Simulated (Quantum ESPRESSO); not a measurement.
# Al3SiO5N: one run as intended and one with a planted mistake

Simulated, not a measurement. The program is pw.x of Quantum ESPRESSO 7.5 (plane-wave density functional theory). The cell is made up: 10 atoms on a corundum lattice, with randomly drawn elements, strain and displacements, not relaxed. PseudoDojo standard norm-conserving files (v0.5 for PBE, v0.4.1 for LDA and PBEsol) set the functional; there is no spin polarisation, spin-orbit coupling or dispersion term, and the masses in the input are unused placeholders.

Intended input:

```
&control calculation='scf', pseudo_dir='./dojo.nc.sr.pbe.v0_5.standard.upf', outdir='./o', disk_io='low', tprnfor=.true., tstress=.true. /
&system ibrav=0, nat=10, ntyp=4, nbnd=30, ecutwfc=84.00895049, nosym=.true., tot_charge=0,
 occupations='smearing', smearing='fd', degauss=0.0018374661
/
&electrons conv_thr=7.350e-09, electron_maxstep=60, /
ATOMIC_SPECIES
Al 1.0 Al.upf
N 1.0 N.upf
O 1.0 O.upf
Si 1.0 Si.upf
CELL_PARAMETERS angstrom
2.3499 1.3567 4.2731
-2.3499 1.3567 4.2731
0.0 -2.7134 4.2731
ATOMIC_POSITIONS angstrom
Al -0.034 0.0251 4.5289
Al 0.0033 -0.0438 1.8747
Si 0.0583 0.0493 8.2287
Al -0.0182 -0.0326 10.923
O -1.0245 1.2905 7.5169
O -0.7097 -1.453 7.54
O 1.6495 0.0814 7.6047
O 0.8261 -1.4654 5.3347
O 0.7785 1.4512 5.3261
N -1.6495 -0.129 5.2322
K_POINTS automatic
6 6 6 1 1 1
```

The log is shortened where brackets say so; the opening notice, blank lines, dates and the lines on written files are dropped, and the path of the files is cut. It prints rydbergs, bohrs and kilobars, and counts compression as positive stress. Where no state is partly filled, the Fermi energy that it prints is only some level between the filled and the empty states on the mesh, and need not lie in the true gap.

Log of the intended run:

```
     Program PWSCF v.7.5
     Parallel version (MPI & OpenMP), running on       4 processor cores
     Number of MPI processes:                 4
     Threads/MPI process:                     1
     [start-up lines left out]
     bravais-lattice index     =            0
     lattice parameter (alat)  =       9.5655  a.u.
     unit-cell volume          =     551.5998 (a.u.)^3
     number of atoms/cell      =           10
     number of atomic types    =            4
     number of electrons       =        48.00
     number of Kohn-Sham states=           30
     kinetic-energy cutoff     =      84.0090  Ry
     charge density cutoff     =     336.0358  Ry
     scf convergence threshold =      7.3E-09
     mixing beta               =       0.7000
     number of iterations used =            8  plain     mixing
     Exchange-correlation= PBE
                           (   1   4   3   4   0   0   0)
     [axes and pseudopotential details left out]
   Cartesian axes
     site n.     atom                  positions (alat units)
         1        Al     tau(   1) = (  -0.0067169   0.0049587   0.8947172  )
         2        Al     tau(   2) = (   0.0006519  -0.0086530   0.3703607  )
         3        Si     tau(   3) = (   0.0115176   0.0097396   1.6256397  )
         4        Al     tau(   4) = (  -0.0035955  -0.0064404   2.1579184  )
         5        O      tau(   5) = (  -0.2023975   0.2549477   1.4850184  )
         6        O      tau(   6) = (  -0.1402064  -0.2870508   1.4895820  )
         7        O      tau(   7) = (   0.3258708   0.0160812   1.5023640  )
         8        O      tau(   8) = (   0.1632021  -0.2895005   1.0539089  )
         9        O      tau(   9) = (   0.1537984   0.2866951   1.0522099  )
        10        N      tau(  10) = (  -0.3258708  -0.0254849   1.0336593  )
     number of k points=   108  Fermi-Dirac smearing, width (Ry)=  0.0018
     Number of k-points >= 100: set verbosity='high' to print them.
     Dense  grid:    57299 G-vectors     FFT dimensions: (  60,  60,  60)
     Estimated max dynamical RAM per process >     170.95 MB
     Estimated total dynamical RAM >     641.82 MB
     Initial potential from superposition of free atoms
     starting charge      47.9920, renormalised to      48.0000
     Starting wfcs are   40 randomized atomic wfcs
     total cpu time spent up to now is        3.5 secs
     per-process dynamical memory:   145.0 Mb
     Self-consistent Calculation
     iteration #  1     ecut=    84.01 Ry     beta= 0.70
     Davidson diagonalization with overlap
     ethr =  1.00E-02,  avg # of iterations =  3.6
     total cpu time spent up to now is        9.5 secs
     total energy              =    -208.47179298 Ry
     estimated scf accuracy    <       2.29858575 Ry
     iteration #  2     ecut=    84.01 Ry     beta= 0.70
     Davidson diagonalization with overlap
     ethr =  4.79E-03,  avg # of iterations =  2.1
     total cpu time spent up to now is       15.2 secs
     total energy              =    -209.18045511 Ry
     estimated scf accuracy    <       1.27353715 Ry
     [iterations 3 to 9 left out]
     iteration # 10     ecut=    84.01 Ry     beta= 0.70
     Davidson diagonalization with overlap
     ethr =  5.69E-10,  avg # of iterations =  3.7
     total cpu time spent up to now is       60.3 secs
     total energy              =    -209.40493274 Ry
     estimated scf accuracy    <       0.00000006 Ry
     iteration # 11     ecut=    84.01 Ry     beta= 0.70
     Davidson diagonalization with overlap
     ethr =  1.21E-10,  avg # of iterations =  2.0
     total cpu time spent up to now is       65.6 secs
     End of self-consistent calculation
     Number of k-points >= 100: set verbosity='high' to print the bands.
     the Fermi energy is    12.5935 ev
!    total energy              =    -209.40493276 Ry
     estimated scf accuracy    <          4.3E-09 Ry
     smearing contrib. (-TS)   =       0.00000000 Ry
     internal energy E=F+TS    =    -209.40493276 Ry
     The total energy is F=E-TS. E is the sum of the following terms:
     one-electron contribution =     -23.06299824 Ry
     hartree contribution      =      48.31384613 Ry
     xc contribution           =     -59.24142049 Ry
     ewald contribution        =    -175.41436015 Ry
     convergence has been achieved in  11 iterations
     Forces acting on atoms (cartesian axes, Ry/au):
     atom    1 type  1   force =     0.03608900   -0.02560416    0.06321518
     atom    2 type  1   force =    -0.00250839   -0.04347825   -0.03611107
     atom    3 type  4   force =    -0.03246949    0.01432524    0.14201489
     atom    4 type  1   force =     0.01394266    0.03439868   -0.06869920
     atom    5 type  3   force =     0.10378468   -0.01252527   -0.03423801
     atom    6 type  3   force =     0.02793853    0.06613744   -0.02468407
     atom    7 type  3   force =    -0.06050174   -0.04757746   -0.10323558
     atom    8 type  3   force =     0.08393237    0.07979731   -0.00623562
     atom    9 type  3   force =    -0.07035054   -0.00842832    0.01412153
     atom   10 type  2   force =    -0.09985707   -0.05704519    0.05385194
     Total force =     0.325457     Total SCF correction =     0.000046
     Computing stress (Cartesian axis) and pressure
          total   stress  (Ry/bohr**3)                   (kbar)     P=      174.08
   0.00152764  -0.00007618  -0.00039337          224.72      -11.21      -57.87
  -0.00007618   0.00101771  -0.00017356          -11.21      149.71      -25.53
  -0.00039337  -0.00017356   0.00100481          -57.87      -25.53      147.81
     init_run     :      3.25s CPU      3.36s WALL (       1 calls)
     electrons    :     61.94s CPU     62.18s WALL (       1 calls)
     forces       :      0.94s CPU      0.95s WALL (       1 calls)
     stress       :      3.18s CPU      3.18s WALL (       1 calls)
     [timing details left out]
     PWSCF        :   1m 9.43s CPU   1m 9.81s WALL
     JOB DONE.
```

A second run has one planted mistake: the k-point mesh is too coarse. The input lines that differ, file-writing options aside:

```
- 6 6 6 1 1 1
+ 1 1 1 1 1 1
```

Its log:

```
     Program PWSCF v.7.5
     Parallel version (MPI & OpenMP), running on       4 processor cores
     Number of MPI processes:                 4
     Threads/MPI process:                     1
     [start-up lines left out]
     bravais-lattice index     =            0
     lattice parameter (alat)  =       9.5655  a.u.
     unit-cell volume          =     551.5998 (a.u.)^3
     number of atoms/cell      =           10
     number of atomic types    =            4
     number of electrons       =        48.00
     number of Kohn-Sham states=           30
     kinetic-energy cutoff     =      84.0090  Ry
     charge density cutoff     =     336.0358  Ry
     scf convergence threshold =      7.3E-09
     mixing beta               =       0.7000
     number of iterations used =            8  plain     mixing
     Exchange-correlation= PBE
                           (   1   4   3   4   0   0   0)
     [axes and pseudopotential details left out]
   Cartesian axes
     site n.     atom                  positions (alat units)
         1        Al     tau(   1) = (  -0.0067169   0.0049587   0.8947172  )
         2        Al     tau(   2) = (   0.0006519  -0.0086530   0.3703607  )
         3        Si     tau(   3) = (   0.0115176   0.0097396   1.6256397  )
         4        Al     tau(   4) = (  -0.0035955  -0.0064404   2.1579184  )
         5        O      tau(   5) = (  -0.2023975   0.2549477   1.4850184  )
         6        O      tau(   6) = (  -0.1402064  -0.2870508   1.4895820  )
         7        O      tau(   7) = (   0.3258708   0.0160812   1.5023640  )
         8        O      tau(   8) = (   0.1632021  -0.2895005   1.0539089  )
         9        O      tau(   9) = (   0.1537984   0.2866951   1.0522099  )
        10        N      tau(  10) = (  -0.3258708  -0.0254849   1.0336593  )
     number of k points=     1  Fermi-Dirac smearing, width (Ry)=  0.0018
                       cart. coord. in units 2pi/alat
        k(    1) = (   0.0000000   0.0000000  -0.5922893), wk =   2.0000000
     Dense  grid:    57299 G-vectors     FFT dimensions: (  60,  60,  60)
     Estimated max dynamical RAM per process >      82.30 MB
     Estimated total dynamical RAM >     287.25 MB
     Initial potential from superposition of free atoms
     starting charge      47.9920, renormalised to      48.0000
     Starting wfcs are   40 randomized atomic wfcs
     total cpu time spent up to now is        1.1 secs
     per-process dynamical memory:    57.8 Mb
     Self-consistent Calculation
     iteration #  1     ecut=    84.01 Ry     beta= 0.70
     Davidson diagonalization with overlap
     ethr =  1.00E-02,  avg # of iterations =  4.0
     total cpu time spent up to now is        1.4 secs
     total energy              =    -208.69420452 Ry
     estimated scf accuracy    <       2.15183631 Ry
     iteration #  2     ecut=    84.01 Ry     beta= 0.70
     Davidson diagonalization with overlap
     ethr =  4.48E-03,  avg # of iterations =  2.0
     total cpu time spent up to now is        1.7 secs
     total energy              =    -209.36284709 Ry
     estimated scf accuracy    <       1.18675341 Ry
     [iterations 3 to 10 left out]
     iteration # 11     ecut=    84.01 Ry     beta= 0.70
     Davidson diagonalization with overlap
     ethr =  4.33E-10,  avg # of iterations =  2.0
     total cpu time spent up to now is        3.9 secs
     total energy              =    -209.56894824 Ry
     estimated scf accuracy    <          9.5E-09 Ry
     iteration # 12     ecut=    84.01 Ry     beta= 0.70
     Davidson diagonalization with overlap
     ethr =  1.98E-11,  avg # of iterations =  3.0
     total cpu time spent up to now is        4.1 secs
     End of self-consistent calculation
     [lines on levels left out]
     the Fermi energy is    12.4429 ev
!    total energy              =    -209.56894824 Ry
     estimated scf accuracy    <          9.5E-10 Ry
     smearing contrib. (-TS)   =       0.00000000 Ry
     internal energy E=F+TS    =    -209.56894824 Ry
     The total energy is F=E-TS. E is the sum of the following terms:
     one-electron contribution =     -22.98666098 Ry
     hartree contribution      =      47.98333523 Ry
     xc contribution           =     -59.15126234 Ry
     ewald contribution        =    -175.41436015 Ry
     convergence has been achieved in  12 iterations
     Forces acting on atoms (cartesian axes, Ry/au):
     atom    1 type  1   force =     0.03353211   -0.02275184    0.06504706
     atom    2 type  1   force =    -0.00487918   -0.04470555   -0.03756905
     atom    3 type  4   force =    -0.03442759    0.01530736    0.14161972
     atom    4 type  1   force =     0.01525005    0.02769629   -0.07150147
     atom    5 type  3   force =     0.13488270   -0.01389208   -0.03951341
     atom    6 type  3   force =     0.01369643    0.06884271   -0.03276683
     atom    7 type  3   force =    -0.07639261   -0.04173582   -0.09812762
     atom    8 type  3   force =     0.08456960    0.08224038    0.00146802
     atom    9 type  3   force =    -0.07848462   -0.01775182    0.02242578
     atom   10 type  2   force =    -0.08774688   -0.05324964    0.04891779
     Total force =     0.337451     Total SCF correction =     0.000049
     Computing stress (Cartesian axis) and pressure
          total   stress  (Ry/bohr**3)                   (kbar)     P=      120.24
   0.00106872  -0.00006177  -0.00030194          157.21       -9.09      -44.42
  -0.00006177   0.00047088  -0.00015231           -9.09       69.27      -22.41
  -0.00030194  -0.00015231   0.00091248          -44.42      -22.41      134.23
     init_run     :      1.07s CPU      1.09s WALL (       1 calls)
     electrons    :      2.93s CPU      2.97s WALL (       1 calls)
     forces       :      0.11s CPU      0.11s WALL (       1 calls)
     stress       :      0.21s CPU      0.21s WALL (       1 calls)
     [timing details left out]
     PWSCF        :      4.37s CPU      4.45s WALL
     JOB DONE.
```

```
                                            intended run  run with the mistake
                          free energy (eV)     -2849.099             -2851.331
                    smearing term -TS (eV)        0.0000                0.0000
                            pressure (GPa)         17.41                 12.02
            largest force component (eV/Å)         3.651                 3.641
largest change of a force component (eV/Å)                               0.800
                                iterations            11                    12
```

For scale, a rerun of the intended cell at a cutoff of 1437 eV and k mesh 8 x 8 x 8 moved values by no more than 0.003 eV in energy, 0.02 GPa in stress and 0.002 eV/Å in force.